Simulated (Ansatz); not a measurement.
GaSb (zinc blende)

```
CELL_PARAMETERS angstrom
      0.00000     3.06622     3.06622
      3.06622     0.00000     3.06622
      3.06622     3.06622     0.00000
ATOMIC_POSITIONS crystal
  Sb 0.25000 0.25000 0.25000
  Ga 0.00000 0.00000 0.00000
```

The slice is a {110} plane (indices of the conventional cell) through the point (0.250, 0.250, 0.250) (fractional), spanned by u = [100] and v = [1 -1 -1] in vectors of this cell: u (4.34 Å) and v (6.13 Å, at 90° to u). It covers one period; positions are fractions (u, v).

All values below come from r2SCAN (plane waves to 500 eV, PAW, scalar-relativistic; Ansatz, an electronic-structure program). k mesh 13×13×13. Near the nuclei the fields are pseudised (PAW); where an atom keeps semicore shells as valence, they peak there. GaSb was relaxed with its symmetry unable to fall. Spin-orbit coupling is left out, though Sb is heavy.

Question: What is the ELF at the density minimum of the shortest Sb–Ga line in this plane (2.66 Å)?

Answer: 0.7.

Question: What is the valence density on the shortest Sb–Ga line in this plane (2.66 Å), at its minimum between the atoms?

Answer: 0.41 e/Å³.

Question: The ELF has a maximum in the middle third of the Sb–Ga line. Where, and how high?

Answer: 0.72, 1.3 Å from Sb.

Question: Predict the map of the valence electron density on the slice.

Answer: 
| v \ u | 0.00 | 0.10 | 0.20 | 0.30 | 0.40 | 0.50 | 0.60 | 0.70 | 0.80 | 0.90 |
|---|---|---|---|---|---|---|---|---|---|---|
| 0.86 | -0.1 | -0.3 | -0.6 | -1.0 | -1.4 | -1.6 | -1.4 | -1.0 | -0.6 | -0.3 |
| 0.71 | -1.1 | -1.2 | -1.4 | -1.6 | -1.8 | -1.8 | -1.8 | -1.6 | -1.4 | -1.2 |
| 0.57 | -1.9 | -1.8 | -1.7 | -1.5 | -1.4 | -1.3 | -1.4 | -1.5 | -1.7 | -1.8 |
| 0.43 | -1.9 | -1.7 | -1.4 | -1.0 | -0.7 | -0.6 | -0.7 | -1.0 | -1.4 | -1.7 |
| 0.29 | -1.1 | -1.0 | -0.8 | -0.4 | 0.7 | 1.5 | 0.7 | -0.4 | -0.8 | -1.0 |
| 0.14 | -0.1 | -0.2 | -0.4 | -0.4 | -0.1 | 0.1 | -0.1 | -0.4 | -0.4 | -0.2 |
| 0.00 | 1.4 | 0.9 | -0.1 | -0.6 | -0.9 | -1.0 | -0.9 | -0.6 | -0.1 | 0.9 |

Values: log₁₀ of the valence density in e/Å³. The scale is logarithmic, as a density can span decades between atoms and voids.
